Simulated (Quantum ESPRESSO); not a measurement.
In3Cu3TaAg, one run as intended and one with a planted mistake

Computed values, not a measurement. The program is pw.x of Quantum ESPRESSO 7.5 (plane-wave density functional theory). The cell is made up: eight metal atoms on a face-centred cubic lattice, with elements, volume, strain and displacements drawn at random and not relaxed, so it may be unstable or far from any real phase. PseudoDojo standard norm-conserving files set the functional (PBE unless stated); there is no spin polarisation or spin-orbit coupling, the Fermi-Dirac width of 0.25 eV means electrons at about 2900 K, and the masses in the input are unused placeholders. The copper pseudopotential is less sure than most, with forces differing by about three percent and pressure by about two GPa from a second method on plain copper. Heavy elements are run without spin-orbit coupling, which real alloys of them have. A spin test at this wide smearing found no moment, but such smearing suppresses magnetism that the real alloy may have.

Intended input:

```
&control calculation='scf', pseudo_dir='./dojo.nc.sr.pbe.v0_5.standard.upf', outdir='./o', disk_io='minimal', tprnfor=.true., tstress=.true. /
&system ibrav=0, nat=8, ntyp=4, nbnd=73, ecutwfc=92.02030273, nosym=.true., tot_charge=0,
 occupations='smearing', smearing='fd', degauss=0.0183746611
/
&electrons conv_thr=1.470e-08, electron_maxstep=70, mixing_beta=0.5 /
ATOMIC_SPECIES
Ag 1.0 Ag.upf
Cu 1.0 Cu.upf
In 1.0 In.upf
Ta 1.0 Ta.upf
CELL_PARAMETERS angstrom
0.0387 -2.1188 -2.0399
-6.2696 -2.0351 0.0324
-2.1218 4.2632 -6.1065
ATOMIC_POSITIONS angstrom
In -0.0065 -0.0188 -0.0272
Cu -2.0771 2.1947 -4.0902
Cu -2.1277 -0.0161 -2.0292
In -4.2109 2.1712 -6.1117
Ta -4.1812 0.0341 -4.0929
In -4.1125 -2.0545 -1.997
Cu -6.2721 0.0988 -6.0948
Ag -6.2762 -2.0547 -4.0546
K_POINTS automatic
8 4 3 1 1 1
```

The log is shortened where brackets say so; the opening notice, blank lines, dates and the lines on written files are dropped, and the path of the files is cut. It prints rydbergs, bohrs and kilobars, and counts compression as positive stress. Its total energy is the free energy E - TS of the whole cell.

Log of the intended run:

```
     Program PWSCF v.7.5
     Parallel version (MPI & OpenMP), running on       4 processor cores
     Number of MPI processes:                 4
     Threads/MPI process:                     1
     [start-up lines left out]
     bravais-lattice index     =            0
     lattice parameter (alat)  =       5.5585  a.u.
     unit-cell volume          =     978.9957 (a.u.)^3
     number of atoms/cell      =            8
     number of atomic types    =            4
     number of electrons       =       128.00
     number of Kohn-Sham states=           73
     kinetic-energy cutoff     =      92.0203  Ry
     charge density cutoff     =     368.0812  Ry
     scf convergence threshold =      1.5E-08
     mixing beta               =       0.5000
     number of iterations used =            8  plain     mixing
     Exchange-correlation= PBE
                           (   1   4   3   4   0   0   0)
     [axes and pseudopotential details left out]
   Cartesian axes
     site n.     atom                  positions (alat units)
         1        In     tau(   1) = (  -0.0022098  -0.0063915  -0.0092472  )
         2        Cu     tau(   2) = (  -0.7061534   0.7461340  -1.3905487  )
         3        Cu     tau(   3) = (  -0.7233560  -0.0054735  -0.6898688  )
         4        In     tau(   4) = (  -1.4315832   0.7381447  -2.0777998  )
         5        Ta     tau(   5) = (  -1.4214861   0.0115930  -1.3914666  )
         6        In     tau(   6) = (  -1.3981301  -0.6984701  -0.6789218  )
         7        Cu     tau(   7) = (  -2.1323311   0.0335891  -2.0720543  )
         8        Ag     tau(   8) = (  -2.1337250  -0.6985381  -1.3784458  )
     number of k points=    48  Fermi-Dirac smearing, width (Ry)=  0.0184
                       cart. coord. in units 2pi/alat
        k(    1) = (  -0.0535202  -0.0169575  -0.0735237), wk =   0.0416667
        k(    2) = (   0.0035225  -0.1898153   0.1071022), wk =   0.0416667
     [further k points left out]
     Dense  grid:   116643 G-vectors     FFT dimensions: (  36,  80,  90)
     Estimated max dynamical RAM per process >     404.43 MB
     Estimated total dynamical RAM >       1.50 GB
     Initial potential from superposition of free atoms
     starting charge     127.9860, renormalised to     128.0000
     Starting wfcs are   77 randomized atomic wfcs
     total cpu time spent up to now is        6.1 secs
     per-process dynamical memory:   303.8 Mb
     Self-consistent Calculation
     iteration #  1     ecut=    92.02 Ry     beta= 0.50
     Davidson diagonalization with overlap
     ethr =  1.00E-02,  avg # of iterations =  5.1
     total cpu time spent up to now is       21.5 secs
     total energy              =   -1974.21337175 Ry
     estimated scf accuracy    <       3.70755878 Ry
     iteration #  2     ecut=    92.02 Ry     beta= 0.50
     Davidson diagonalization with overlap
     ethr =  2.90E-03,  avg # of iterations =  3.6
     total cpu time spent up to now is       36.6 secs
     total energy              =   -1975.46656457 Ry
     estimated scf accuracy    <      12.76178642 Ry
     [iterations 3 to 14 left out]
     iteration # 15     ecut=    92.02 Ry     beta= 0.50
     Davidson diagonalization with overlap
     ethr =  1.28E-10,  avg # of iterations =  2.1
     total cpu time spent up to now is      208.0 secs
     total energy              =   -1976.43854289 Ry
     estimated scf accuracy    <       0.00000002 Ry
     iteration # 16     ecut=    92.02 Ry     beta= 0.50
     Davidson diagonalization with overlap
     ethr =  1.89E-11,  avg # of iterations =  3.7
     total cpu time spent up to now is      221.6 secs
     End of self-consistent calculation
     [lines on levels left out]
!    total energy              =   -1976.43854288 Ry
     estimated scf accuracy    <          9.1E-09 Ry
     smearing contrib. (-TS)   =      -0.06492233 Ry
     internal energy E=F+TS    =   -1976.37362055 Ry
     The total energy is F=E-TS. E is the sum of the following terms:
     one-electron contribution =   -1030.50413221 Ry
     hartree contribution      =     593.82576312 Ry
     xc contribution           =    -336.03005805 Ry
     ewald contribution        =   -1203.66519340 Ry
     convergence has been achieved in  16 iterations
     Forces acting on atoms (cartesian axes, Ry/au):
     atom    1 type  3   force =     0.00319447   -0.00479082    0.00703786
     atom    2 type  2   force =    -0.00290444   -0.01292796    0.01062441
     atom    3 type  2   force =    -0.00580817    0.01933852   -0.01686912
     atom    4 type  3   force =     0.00935411   -0.03725815    0.04720619
     atom    5 type  4   force =     0.02452835    0.01191616   -0.01032764
     atom    6 type  3   force =    -0.00297977    0.02847837   -0.03887928
     atom    7 type  2   force =     0.00209610   -0.01842495    0.01612700
     atom    8 type  1   force =    -0.02748066    0.01366883   -0.01491943
     Total force =     0.098579     Total SCF correction =     0.000825
     Computing stress (Cartesian axis) and pressure
          total   stress  (Ry/bohr**3)                   (kbar)     P=        2.32
  -0.00009011   0.00008938  -0.00006130          -13.26       13.15       -9.02
   0.00008938   0.00004414   0.00011967           13.15        6.49       17.60
  -0.00006130   0.00011967   0.00009332           -9.02       17.60       13.73
     init_run     :      5.65s CPU      5.94s WALL (       1 calls)
     electrons    :    210.36s CPU    215.53s WALL (       1 calls)
     forces       :      2.11s CPU      2.14s WALL (       1 calls)
     stress       :      7.17s CPU      7.36s WALL (       1 calls)
     [timing details left out]
     PWSCF        :   3m45.47s CPU   3m51.18s WALL
     JOB DONE.
```

A second run has one planted mistake: the cell and the positions are scaled by a wrong factor. The input lines that differ:

```
- 0.0387 -2.1188 -2.0399
- -6.2696 -2.0351 0.0324
- -2.1218 4.2632 -6.1065
+ 0.0381 -2.0866 -2.0089
+ -6.1743 -2.0042 0.0319
+ -2.0895 4.1984 -6.0137
- In -0.0065 -0.0188 -0.0272
- Cu -2.0771 2.1947 -4.0902
- Cu -2.1277 -0.0161 -2.0292
- In -4.2109 2.1712 -6.1117
- Ta -4.1812 0.0341 -4.0929
- In -4.1125 -2.0545 -1.997
- Cu -6.2721 0.0988 -6.0948
- Ag -6.2762 -2.0547 -4.0546
+ In -0.0064 -0.0185 -0.0268
+ Cu -2.0455 2.1613 -4.028
+ Cu -2.0954 -0.0159 -1.9984
+ In -4.1469 2.1382 -6.0188
+ Ta -4.1176 0.0336 -4.0307
+ In -4.05 -2.0233 -1.9666
+ Cu -6.1768 0.0973 -6.0022
+ Ag -6.1808 -2.0235 -3.993
```

Its log:

```
     Program PWSCF v.7.5
     Parallel version (MPI & OpenMP), running on       4 processor cores
     Number of MPI processes:                 4
     Threads/MPI process:                     1
     [start-up lines left out]
     bravais-lattice index     =            0
     lattice parameter (alat)  =       5.4740  a.u.
     unit-cell volume          =     935.0313 (a.u.)^3
     number of atoms/cell      =            8
     number of atomic types    =            4
     number of electrons       =       128.00
     number of Kohn-Sham states=           73
     kinetic-energy cutoff     =      92.0203  Ry
     charge density cutoff     =     368.0812  Ry
     scf convergence threshold =      1.5E-08
     mixing beta               =       0.5000
     number of iterations used =            8  plain     mixing
     Exchange-correlation= PBE
                           (   1   4   3   4   0   0   0)
     [axes and pseudopotential details left out]
   Cartesian axes
     site n.     atom                  positions (alat units)
         1        In     tau(   1) = (  -0.0022094  -0.0063865  -0.0092518  )
         2        Cu     tau(   2) = (  -0.7061417   0.7461178  -1.3905346  )
         3        Cu     tau(   3) = (  -0.7233680  -0.0054890  -0.6898819  )
         4        In     tau(   4) = (  -1.4315810   0.7381433  -2.0777929  )
         5        Ta     tau(   5) = (  -1.4214661   0.0115993  -1.3914667  )
         6        In     tau(   6) = (  -1.3981294  -0.6984778  -0.6789040  )
         7        Cu     tau(   7) = (  -2.1323372   0.0335896  -2.0720623  )
         8        Ag     tau(   8) = (  -2.1337181  -0.6985469  -1.3784520  )
     number of k points=    48  Fermi-Dirac smearing, width (Ry)=  0.0184
                       cart. coord. in units 2pi/alat
        k(    1) = (  -0.0535204  -0.0169571  -0.0735238), wk =   0.0416667
        k(    2) = (   0.0035233  -0.1898154   0.1071022), wk =   0.0416667
     [further k points left out]
     Dense  grid:   111537 G-vectors     FFT dimensions: (  36,  75,  90)
     Estimated max dynamical RAM per process >     386.74 MB
     Estimated total dynamical RAM >       1.43 GB
     Initial potential from superposition of free atoms
     starting charge     127.9860, renormalised to     128.0000
     Starting wfcs are   77 randomized atomic wfcs
     total cpu time spent up to now is        5.4 secs
     per-process dynamical memory:   290.1 Mb
     Self-consistent Calculation
     iteration #  1     ecut=    92.02 Ry     beta= 0.50
     Davidson diagonalization with overlap
     ethr =  1.00E-02,  avg # of iterations =  5.3
     total cpu time spent up to now is       19.4 secs
     total energy              =   -1974.15096209 Ry
     estimated scf accuracy    <       3.82428276 Ry
     iteration #  2     ecut=    92.02 Ry     beta= 0.50
     Davidson diagonalization with overlap
     ethr =  2.99E-03,  avg # of iterations =  3.6
     total cpu time spent up to now is       32.9 secs
     total energy              =   -1975.43085120 Ry
     estimated scf accuracy    <      12.90917236 Ry
     [iterations 3 to 14 left out]
     iteration # 15     ecut=    92.02 Ry     beta= 0.50
     Davidson diagonalization with overlap
     ethr =  9.20E-11,  avg # of iterations =  2.3
     total cpu time spent up to now is      186.8 secs
     total energy              =   -1976.43131878 Ry
     estimated scf accuracy    <       0.00000001 Ry
     iteration # 16     ecut=    92.02 Ry     beta= 0.50
     Davidson diagonalization with overlap
     ethr =  1.15E-11,  avg # of iterations =  4.3
     total cpu time spent up to now is      199.7 secs
     End of self-consistent calculation
     [lines on levels left out]
!    total energy              =   -1976.43131878 Ry
     estimated scf accuracy    <          5.2E-09 Ry
     smearing contrib. (-TS)   =      -0.06270403 Ry
     internal energy E=F+TS    =   -1976.36861474 Ry
     The total energy is F=E-TS. E is the sum of the following terms:
     one-electron contribution =   -1000.46471399 Ry
     hartree contribution      =     582.55889272 Ry
     xc contribution           =    -336.22060911 Ry
     ewald contribution        =   -1222.24218436 Ry
     convergence has been achieved in  16 iterations
     Forces acting on atoms (cartesian axes, Ry/au):
     atom    1 type  3   force =     0.00361736   -0.00544584    0.00812194
     atom    2 type  2   force =    -0.00031344   -0.01310432    0.01017712
     atom    3 type  2   force =    -0.00281680    0.02054348   -0.01769329
     atom    4 type  3   force =     0.01127771   -0.03982644    0.05123174
     atom    5 type  4   force =     0.02802745    0.01370272   -0.01178507
     atom    6 type  3   force =    -0.00394142    0.02956326   -0.04141099
     atom    7 type  2   force =    -0.00098468   -0.01940728    0.01662173
     atom    8 type  1   force =    -0.03486618    0.01397442   -0.01526317
     Total force =     0.107143     Total SCF correction =     0.000666
     Computing stress (Cartesian axis) and pressure
          total   stress  (Ry/bohr**3)                   (kbar)     P=       47.95
   0.00019852   0.00010611  -0.00006620           29.20       15.61       -9.74
   0.00010611   0.00036024   0.00013115           15.61       52.99       19.29
  -0.00006620   0.00013115   0.00041907           -9.74       19.29       61.65
     init_run     :      4.92s CPU      5.19s WALL (       1 calls)
     electrons    :    189.58s CPU    194.33s WALL (       1 calls)
     forces       :      2.07s CPU      2.08s WALL (       1 calls)
     stress       :      6.98s CPU      7.13s WALL (       1 calls)
     [timing details left out]
     PWSCF        :   3m23.77s CPU   3m28.97s WALL
     JOB DONE.
```

|  | intended run | run with the mistake |
| --- | --- | --- |
| free energy (eV) | -26890.816 | -26890.718 |
| entropy term -TS, part of it (eV) | -0.883 | -0.853 |
| pressure (GPa) | 0.23 | 4.79 |
| size of the largest force component (eV/Å) | 1.214 | 1.317 |
| largest change of a force component (eV/Å) |  | 0.190 |
| iterations | 16 | 16 |

For scale, a rerun of the intended cell at a higher cutoff and on a denser mesh moved values by no more than 0.009 eV in energy, 0.18 GPa in stress and 0.015 eV/Å in force, and a second program with other atomic files agreed on that cell to 2 % rms in force and 0.5 GPa in pressure.